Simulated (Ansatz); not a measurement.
# ¹¹⁹Sn Mössbauer parameters in SnO

Cell: a refined structure from the COD, ions relaxed with PBE at fixed cell.

```
Sn O
1.0
     3.79860    0.00000    0.00000
     0.00000    3.79860    0.00000
     0.00000    0.00000    4.84080
Sn O
2 2
Cartesian
  1.8993 0.0000 1.1717
  0.0000 1.8993 3.6691
  0.0000 0.0000 0.0000
  1.8993 1.8993 0.0000
```

Atom numbers follow the list; atoms alike are taken as one site, whose name carries the number of the first.

Computed with Ansatz: DFT, PBE, plane waves and PAW, scalar-relativistic, 420 eV cutoff, Γ-centred 5×5×4 k-points, Fermi–Dirac smearing 0.02 eV.

Isomer shifts (against SnO₂) follow from the electron density at the nucleus, δ = α(ρ − ρ₀), with α = 0.099 mm s⁻¹ a₀³ and ρ₀ = 183191.44 a₀⁻³ from a line fitted to 8 measured compounds at this level of theory (rms miss 0.12 mm/s). ΔE_Q = ½eQV_zz(1 + η²/3)^½ with Q = -0.132 b for the 23.9 keV state.

Task: Where do the absorption lines lie?

Result: Sn (2 atoms a cell): δ = 2.69, |ΔE_Q| = 1.48 mm/s, a doublet at 1.95 and 3.43 mm/s.

Without spin–orbit coupling (the program notes it for Sn) the gradients can shift somewhat, as the gap is small. With a gap of 0.3 eV on this mesh, the gradients can still move by some per cent as the k-mesh gets denser.
